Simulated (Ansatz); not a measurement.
Relaxed-ion elastic tensor of InPd (CsCl type, Pm-3m) in GPa (Voigt order), the program Ansatz at the r²SCAN level (PAW); density 10.54 g/cm³, 17.43 Å³ per atom.

```
 156   121   121   0.0   0.0   0.0
 121   156   121   0.0   0.0   0.0
 121   121   156   0.0   0.0   0.0
 0.0   0.0   0.0  55.6   0.0   0.0
 0.0   0.0   0.0   0.0  55.6   0.0
 0.0   0.0   0.0   0.0   0.0  55.6
```

Task: Is the crystal mechanically stable?

Result: Yes: the smallest eigenvalue of C is 34.7 GPa.

Task: Work out the Voigt, Reuss and Hill averages.

Result: K_V = 132, K_R = 132, K_H = 132; G_V = 40.3, G_R = 29.5, G_H = 34.9 GPa.

Task: Give Young's modulus, Poisson's ratio, Pugh's ratio and the universal anisotropy index.

Result: E = 9KG/(3K + G) = 96.3 GPa; ν = 0.38; K/G = 3.79 (ductile by the Pugh limit of 1.75); A_U = 5G_V/G_R + K_V/K_R − 6 = 1.82.

Task: Estimate the sound speeds and the Debye temperature.

Result: v_l = √((K + 4G/3)/ρ) = 4120 m/s, v_t = √(G/ρ) = 1820 m/s, mean 2050 m/s; Θ = (h/k)(3n/4πV)^(1/3) v_m = 236 K.

Task: Give the Zener ratio and Young's modulus along [100], [110] and [111].

Result: A = 2C44/(C11 − C12) = 3.20; 1/E = S11 − 2(S11 − S12 − S44/2)Γ with Γ = 0, 1/4, 1/3 gives 49.9, 98.6, 146 GPa.

Task: Solve the Christoffel equation for the three sound speeds along [100], [110], [111].

Result: Eigenvalues of C_ijkl n_j n_l equal ρv². In km/s, slowest first: [100] 2.30, 2.30, 3.84; [110] 1.28, 2.30, 4.29; [111] 1.69, 1.69, 4.43.

The cell was relaxed with r²SCAN under the symmetry of its start; of distortions, only those at the zone centre were tested. No spin polarisation was allowed. As this level gives no gap, shear constants depend on the k-mesh and smearing (Fermi–Dirac, 0.1 eV here).

Potentials: the later of the program's two PAW sets.
